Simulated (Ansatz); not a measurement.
TePb2Se:
Space group R-3m, hexagonal axes (No. 166); a = b = 4.4943 Å, c = 21.9966 Å, α = β = 90.00°, γ = 120.00°

| atom | site | symmetry | x | y | z |
|---|---|---|---|---|---|
| Te | 3b | -3m | 0.0000 | 0.0000 | 0.5000 |
| Pb | 6c | 3m | 0.0000 | 0.0000 | 0.2554 |
| Se | 3a | -3m | 0.0000 | 0.0000 | 0.0000 |
(The calculation used a cell of 4 atoms; values per cell refer to that cell.)

Relaxed at zero pressure with r²SCAN (plane waves, PAW; program Ansatz).

Task: The volume is raised by 6 % and shape and atoms relax at that volume. What pressure results, and how do the axes share the change?

Result: -2.4 GPa; a 1.9 %, b 1.9 %, c 2.0 %; the energy rises by 15 meV/atom.

Task: Give the new structure.

Result: 
Space group R-3m, hexagonal axes (No. 166); a = 4.5814 Å, b = 4.5814 Å, c = 22.4377 Å, α = 90.00°, β = 90.00°, γ = 120.00°

```tsv
atom	site	symmetry	x	y	z
Te	3b	-3m	0.0000	0.0000	0.5000
Pb	6c	3m	0.0000	0.0000	0.2553
Se	3a	-3m	0.0000	0.0000	0.0000
```

The phase is kept; no other phase was compared at this pressure.

The first step of the workflow began from a Materials Project structure, measured or hypothetical; the Crystallography Open Database copy checked does not list it. With Te and Se taken as one species the cell has the higher symmetry Fm-3m, so it may be an ordered model of a mixed-site phase. Its standing as an ambient phase is unchecked. The r²SCAN relaxation kept the symmetry of its start; of distortions, only those at the zone centre were tested. Spin–orbit coupling is left out wherever it is not named.

Potentials: the later of the program's two PAW sets.
